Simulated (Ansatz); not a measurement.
Here is the system:

WO₃:
```cif
data_O3W
_chemical_formula_sum 'W1 O3'
_space_group_name_H-M_alt 'P 1'
_space_group_IT_number 1
_cell_length_a 3.77622
_cell_length_b 3.77622
_cell_length_c 3.77622
_cell_angle_alpha 90.000
_cell_angle_beta 90.000
_cell_angle_gamma 90.000
loop_
_space_group_symop_operation_xyz
  'x, y, z'
loop_
_atom_site_label
_atom_site_type_symbol
_atom_site_fract_x
_atom_site_fract_y
_atom_site_fract_z
_atom_site_occupancy
W1 W 0.00000 0.00000 0.00000 1
O1 O 0.00000 0.00000 0.50000 1
O2 O 0.50000 0.00000 0.00000 1
O3 O 0.00000 0.50000 0.00000 1
```

This is the LDA-relaxed structure.

**Question.** All from LDA (plane waves, PAW; program Ansatz), unless another level is named. Estimate the Debye temperature from the elastic constants.

**Answer.** 607 K.

**Question.** Give the highest zone-centre frequency (without LO–TO term).

**Answer.** 592 cm⁻¹.

**Question.** And the elastic constants (relaxed ions, GPa)?

**Answer.** C11 = 684, C12 = 48.9, C44 = 70.2.

Space group Pm-3m (ReO3 type). The first step of the workflow began from a Materials Project structure, measured or hypothetical; the Crystallography Open Database copy checked does not list it. COD files the formula under space group No. 2, 14, 62, 129, 130, 191, so this cell is another polymorph or a model. Whether it is the stable phase at ambient conditions was not checked. The cell was relaxed with LDA under the symmetry of its start. At this level the phase is dynamically unstable (imaginary phonons). No spin polarisation was allowed. No Hubbard U is applied. Spin–orbit coupling is left out wherever it is not named.

Potentials: the later of the program's two PAW sets.
